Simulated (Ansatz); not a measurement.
Ba (bcc (W type), space group No. 229) at seven volumes, DFT-PBE in the program Ansatz with PAW potentials, scaled uniformly. One row is withheld.

```
V (Å³/atom)  P (GPa)
-----------  -------
57.575          0.91
59.473             ?
61.371          0.27
63.269          0.00
65.167         -0.24
67.065         -0.46
68.964         -0.65
```

Problem. Fit the shown pressures and predict the withheld one.

Solution. Third-order Birch–Murnaghan: P = (3/2)B₀(x^(7/2) − x^(5/2))[1 + (3/4)(B′ − 4)(x − 1)] with x = (V₀/V)^(2/3). Least squares on the six rows gives V₀ = 63.269 Å³/atom, B₀ = 8.517 GPa, B′ = 2.73. At V = 59.473, x = 1.0421 and P = 0.57 GPa. The run itself gave 0.57 GPa.

Space group Im-3m (bcc (W type)). The PBE relaxation kept the symmetry of its start. Spin–orbit coupling is left out wherever it is not named.

Potentials: the earlier of the program's two PAW sets.
